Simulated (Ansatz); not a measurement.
SiW$_{3}$ (Im-3m), one atom moved along a line

Level of theory: DFT PBE, scalar-relativistic, plane waves, PAW in Ansatz 0.2.0. Settings: plane waves to 420 eV, k-mesh 14×14×14 (Γ-centred), Gaussian smearing 0.15 eV. Spin–orbit coupling is left out, which can shift energies with elements as heavy as these. No spin polarisation. Energies are free energies at this smearing, counted from the undisturbed cell; pressure is positive in compression.

The undisturbed cell (relaxed at this level; it needn't be the usual structure):

```
CELL_PARAMETERS angstrom
-2.60377 2.60377 2.60377
2.60377 -2.60377 2.60377
2.60377 2.60377 -2.60377
ATOMIC_POSITIONS crystal
Si 0.00000 0.00000 0.00000
W 0.50000 0.50000 0.00000
W 0.50000 0.00000 0.50000
W 0.00000 0.50000 0.50000
```

Atom 2 (W) is moved by x along the Cartesian unit vector (0.000, 0.000, -1.000); the cell and all other atoms stay fixed. The cell is metallic on the mesh throughout.

| x (Å) | ΔE (meV/cell) | force along x on the moved atoms (eV/Å) | pressure (GPa) |
| --- | --- | --- | --- |
| -0.3000 | -21.0 | 0.41 | 2.1 |
| -0.1000 | -11.2 | -0.18 | 0.3 |
| 0.0000 | 0.0 | 0.00 | 0.0 |
| 0.2000 | -28.0 | 0.12 | 1.0 |

All sampled points lie below the start, which is a maximum along this line.